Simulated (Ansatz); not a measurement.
RuRhN₂:
Space group R-3m, hexagonal axes (No. 166); a = 2.8059 Å, b = 2.8059 Å, c = 19.2425 Å, α = 90.00°, β = 90.00°, γ = 120.00°

| atom | site | symmetry | x | y | z |
|---|---|---|---|---|---|
| Ru | 3b | -3m | 0.0000 | 0.0000 | 0.5000 |
| Rh | 3a | -3m | 0.0000 | 0.0000 | 0.0000 |
| N | 6c | 3m | 0.0000 | 0.0000 | 0.1003 |
(The calculation used a cell of 4 atoms; values per cell refer to that cell.)

Relaxed at zero pressure with plane-wave PAW PBE (Ansatz code).

The volume is lowered by 6 % and shape and atoms relax at that volume. What pressure results, and how do the axes share the change?

16.6 GPa; a -2.9 %, b -2.9 %, c -0.4 %; the energy rises by 32 meV/atom.

Give the new structure.


Space group R-3m, hexagonal axes (No. 166); a = b = 2.7253 Å, c = 19.1737 Å, α = β = 90.00°, γ = 120.00°

| atom | site | symmetry | x | y | z |
|---|---|---|---|---|---|
| Ru | 3b | -3m | 0.0000 | 0.0000 | 0.5000 |
| Rh | 3a | -3m | 0.0000 | 0.0000 | 0.0000 |
| N | 6c | 3m | 0.0000 | 0.0000 | 0.0992 |

The phase is kept; no other phase was compared at this pressure.

The start of the workflow was typed in or built on a structure type; neither database checked (COD, Materials Project) lists it. Its standing as an ambient phase is unchecked. The cell was relaxed with PBE under the symmetry of its start; its stability against distortions is not shown here. The workflow began spin-polarised and lost its moments. Its formation energy is positive at this level, so the cell may be metastable or incomplete.

Potentials: the earlier of the program's two PAW sets.
